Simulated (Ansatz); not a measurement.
# Is this ZrTi2B3 structure a true minimum?

The structure comes from a generated guess, relaxed at this level; another structure or a mixture of phases may lie lower.

All numbers below come from DFT PBE, scalar-relativistic, plane waves, PAW in Ansatz. Settings: cutoff 420 eV, Γ-centred mesh 6×6×10 on the computed 6-atom cell, Gaussian smearing of 0.10 eV; no spin polarisation.

The cell below (6 atoms, space group P6/mmm (No. 191)) is relaxed within its symmetry.

```
CELL_PARAMETERS angstrom
4.94101 0.00000 0.00000
-2.47051 4.27904 0.00000
0.00000 0.00000 3.54533
ATOMIC_POSITIONS crystal
Zr 0.00000 0.00000 0.50000
Ti 0.66667 0.33333 0.00000
Ti 0.33333 0.66667 0.00000
B 0.50000 0.50000 0.50000
B 0.50000 0.00000 0.50000
B 0.00000 0.50000 0.50000
```

For the test a repeat of it with 12 atoms (edges 3.55, 4.94, 8.56 Å) was strained at random (σ = 1.5 % a component), the atoms were moved at random (σ = 0.15 Å), and all was relaxed again on a coarse 6×4×4 mesh (in the run’s order of axes) with 0.20 eV smearing, with no symmetry imposed.

Question: What happens?

Answer: It doesn't return. The energy falls by 83 meV/atom on that mesh, the volume changes by 0.0 %, and the end has space group Amm2 (No. 38) at a loose tolerance. Relaxed again on an 8×8×8 mesh with 0.10 eV smearing, the new structure lies 84 meV/atom below the first (mesh in the axes of the run's cell; the cell below is made exact in the group named). Space group Amm2 (No. 38), orthorhombic, a = 3.637 Å, b = 4.651 Å, c = 8.864 Å. Around Zr lie 6 B at 2.45–2.58 Å, 6 Ti at 3.04–3.11 Å, 4 Ti at 3.56 Å and 1 B at 3.58 Å; Ti on its first site is surrounded by 2 B at 2.15 Å, 4 B at 2.32 Å, 2 Ti at 2.75 Å, 1 Ti at 2.96 Å, 2 Zr at 3.04 Å and 4 Zr at 3.56 Å; Ti on its second site has 4 B at 2.36 Å, 2 B at 2.57 Å, 2 Ti at 2.75 Å, 1 Ti at 2.96 Å and 4 Zr at 3.11 Å; B on a site of symmetry m is surrounded by 1 B at 1.82 Å, 1 B at 2.01 Å, 4 Ti at 2.32–2.36 Å and 2 Zr at 2.45–2.58 Å; 1 more site not described.

```yaml
crystal:
  lattice:
    - [3.63677, 0.00000, 0.00000]
    - [0.00000, 2.32526, 4.43180]
    - [0.00000, -2.32526, 4.43180]
  atoms:
    - { symbol: Zr, position: [0.50000, 0.96247, 0.96247] }
    - { symbol: Ti, position: [0.00000, 0.68738, 0.68738] }
    - { symbol: Ti, position: [0.00000, 0.35347, 0.35347] }
    - { symbol: B, position: [0.50000, 0.02393, 0.41466] }
    - { symbol: B, position: [0.50000, 0.55846, 0.55846] }
    - { symbol: B, position: [0.50000, 0.41466, 0.02393] }
```
